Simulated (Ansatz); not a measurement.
Be3N2: energy along a strain

Be3N2, P-3m1, a = 2.818 Å, c = 4.667 Å (as given, not relaxed at this level: -10.0 GPa, forces to 0.10 eV/Å). The structure is a Materials Project entry; whether it is the stable form wasn't checked. Ansatz: LDA, PAW, 420 eV, Γ-centred 9×9×6 mesh on 5 atoms, Gaussian smearing 0.05 eV; no spin polarisation. Cell vectors (Å): 2.818 0.000 0.000; -1.409 2.440 0.000; 0.000 0.000 4.667. The cell is strained by x per cent times the pattern (0 0 0 0 0 1) in the order xx yy zz yz xz xy (engineering shears), with fractional coordinates held. y is the free energy over the start, V0 = 6.418 Å³/atom. Symmetry makes y even in x. Points with a strain past 8.5 % were computed too (4) and aren't used here.

| x (%) | y (meV/atom) |
| --- | --- |
| -7.50 | 25.34 |
| 0.00 | 0.00 |
| 1.87 | 1.57 |
| 3.75 | 6.31 |
| 5.62 | ? |

Task: Fit y = c2 x² + c4 x⁴ to the other rows, get the stiffness along the pattern, and predict the missing energy.

Result: Least squares on the rows shown. y = 0.44818 x² + 4.0950×10⁻⁵ x⁴. The clamped-ion stiffness p·C·p = 2 × 4.482 eV × 160.2 / 6.418 Å³ = 224 GPa, which is C66 in these axes (second derivative at the start, which stands under stress). At x = 5.62 the fit asked for gives 14.20 meV/atom. The run gave 14.20 meV/atom, the same to the digits shown.